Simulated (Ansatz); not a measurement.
FeO: pressure against volume

FeO, Fm-3m, a = 4.309 Å. Ansatz: PBE, PAW, 420 eV, Γ-centred 18×18×18 mesh on 2 atoms, Gaussian smearing 0.10 eV; collinear spin, largest moment 3.4 μB. Shape and atoms are relaxed at each volume; pressure is positive in compression.

```
V (Å³/atom) P (GPa)
      9.399    13.18
      9.699     6.05
      9.999     0.00
     10.299    -5.12
     10.599        ?
```

Question: Take V0 = 9.999 Å³/atom, fit the third-order Birch–Murnaghan form to the other rows, and predict the missing pressure.

Answer: With the Eulerian strain f = ½[(V0/V)^(2/3) − 1] and y = P/[3f(1 + 2f)^(5/2)], the form is the line y = B0 + 1.5 B0 (B0′ − 4) f. Rows (f, y): 0.02106, 188.2; 0.01026, 186.8; -0.00976, 183.7. Means f = 0.007187, y = 186.23; Σ(Δf)² = 0.0004891, ΣΔfΔy = 0.07196; the slope is their ratio. y = 185.2 + 147.1 f GPa, so B0 = 185.2 GPa and B0′ = 4 + 2 × (147.1)/(3 × 185.2) = 4.53. At V = 10.599, f = -0.01905, y = 182.40 and P = -9.46 GPa. The run gave -9.43 GPa, so the fit is 0.03 GPa too low, a small miss on the scale of the series. The form still works here, 33 % of the fitted range beyond its end.

The cell holds one magnetic atom, so it can only be ferromagnetic; an antiferromagnetic order may lie lower.

Cost: 5 runs of about 9.4 core-minutes in all, on Intel Xeon Platinum 8175M (Skylake/Cascade Lake) (shared hosts).